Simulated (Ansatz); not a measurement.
TiC (rock salt)

```
TiC
1.0
    0.00000     4.32850     4.32850
    2.16425     2.16425     4.32850
    2.16425     2.16425     0.00000
C Ti
2 2
Direct
  0.00000   0.00000   0.00000
  0.50000   0.00000   0.00000
  0.00000   0.50000   0.50000
  0.50000   0.50000   0.50000
```

The atoms are displaced by Q × the pattern below (from a DFPT mode at X = (0.5, 0.5, 0.0), largest move 1; Q in Å), at fixed cell. (q is in reciprocal vectors of the primitive cell; the cell shown is doubled to hold the pattern.)

```json
[
 {"atom": "C1", "x": "0.000", "y": "0.000", "z": "0.090"},
 {"atom": "C2", "x": "0.000", "y": "0.000", "z": "-0.090"},
 {"atom": "Ti3", "x": "0.000", "y": "0.000", "z": "-1.000"},
 {"atom": "Ti4", "x": "0.000", "y": "0.000", "z": "1.000"}
]
```

Level of theory: r2SCAN (plane waves to 500 eV, PAW, scalar-relativistic; Ansatz, a program for electronic structure). k mesh 18×18×18 (Γ-centred), Fermi-Dirac smearing 0.05 eV. Energies are smeared free energies. With partly filled bands, energies and forces of such displacements shift with the k mesh and the smearing. The PAW data are Ansatz's earlier set. TiC is run without spin polarisation. TiC was relaxed with its symmetry unable to fall. ΔE is measured from the undisplaced structure. The last digit holds for this mesh only.

```tsv
Q (Å)	ΔE (meV/cell)
-0.2800	1978.9
-0.2333	withheld
-0.1867	834.0
-0.1400	461.1
-0.0933	202.5
-0.0467	50.3
0.0000	0.0
0.0467	50.3
0.0933	202.5
0.1400	461.1
0.1867	834.0
0.2333	withheld
0.2800	1978.9
```

Fit an even polynomial form (powers 2, 4, 6) to the given rows and predict ΔE at Q = 0.2333.

Least squares on the 11 given rows: ΔE = (23060)·Q² + (22630)·Q⁴ + (66800)·Q⁶, in meV/cell with Q in Å; root-mean-square residual 0.14 meV/cell. At 0.2333 the fit gives 1332.9 meV/cell; the calculation gives 1333.9 meV/cell, so the interpolation is off by -1.0 (-0.1 %). The quadratic term alone would give 1255.1 meV/cell.

(For displaced atoms, the force is minus the slope of the energy, and its curvature is a force constant, which sets phonon frequencies.)
